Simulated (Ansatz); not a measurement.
AlN:
```
CELL_PARAMETERS angstrom
      3.08881     0.00000     0.00000
     -1.54441     2.67499     0.00000
      0.00000     0.00000     4.94311
ATOMIC_POSITIONS crystal
  Al 0.66667 0.33333 0.00359
  Al 0.33333 0.66667 0.50359
  N  0.66667 0.33333 0.62161
  N  0.33333 0.66667 0.12161
```

Relaxed with LDA. Special points in fractions of this cell's reciprocal vectors: Γ (0.000, 0.000, 0.000); M (0.500, 0.000, 0.000); K (0.333, 0.333, 0.000); A (0.000, 0.000, 0.500); L (0.500, 0.000, 0.500); H (0.333, 0.333, 0.500).

Question: List the band energies nearest the valence-band maximum at these points for DFT-LDA in the program Ansatz with PAW potentials.

Answer: In eV from the valence-band maximum; about four levels below and three above (degenerate sets whole), none deeper than 8.9 eV; points with the same levels are listed once.

| k | below | above |
|---|---|---|
| Γ | -0.89 -0.89 -0.23 -0.23 0.00 | 4.42 6.74 10.66 |
| M | -3.42 -2.14 -1.83 -0.71 | 5.74 5.74 8.27 |
| K | -3.85 -3.85 -2.53 -2.44 -2.44 | 4.92 8.31 9.66 9.66 |
| A | -0.57 -0.57 -0.57 -0.57 | 6.61 6.61 10.33 10.33 |
| L | -1.50 -1.50 -1.39 -1.39 | 5.28 5.28 9.22 9.22 |
| H | -3.98 -3.98 -0.81 -0.81 | 7.36 7.36 7.83 7.83 |

Space group P6_3mc (wurtzite). The cell was relaxed with LDA under the symmetry of its start; phonons on a q-mesh show no instability.

Potentials: the later of the program's two PAW sets.
